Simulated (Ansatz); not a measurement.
MoSeS in space group P-3m1 (No. 164; Mo on 2c, Se on 2d, S on 2d), the program Ansatz at the r²SCAN+D4 level (PAW), all energies at zero smearing, with the estimated change up to a 700 eV cutoff added, with one set of potentials and settings (totals compare only within such a set). Cell of 6 atoms (2 Mo, 2 Se, 2 S): -22709.100 eV.

```
element              reference phase  E (eV/atom)
-------  ---------------------------  -----------
Mo        Im-3m, 1 atoms in the cell   -4967.7974
Se       P3_121, 3 atoms in the cell   -5478.2513
S         P2/c, 32 atoms in the cell    -905.9104
```

Formation energy per atom, worked out: (-22709.100 − 2×(-4967.7974) − 2×(-5478.2513) − 2×(-905.9104))/6 = -0.864 eV/atom (-83 kJ per mol of atoms), at 0 K, without zero-point energy or fitted corrections.

The workflow started from a Materials Project entry (that database holds measured and hypothetical structures alike); the Crystallography Open Database copy checked does not list it. Whether it is the stable phase at ambient conditions was not checked. The r²SCAN+D4 relaxation kept the symmetry of its start; whether a distortion lowers the energy is not shown. The run is not spin-polarised. The references are the lowest solids computed at this level, not always the standard phases.

Potentials: the later of the program's two PAW sets.
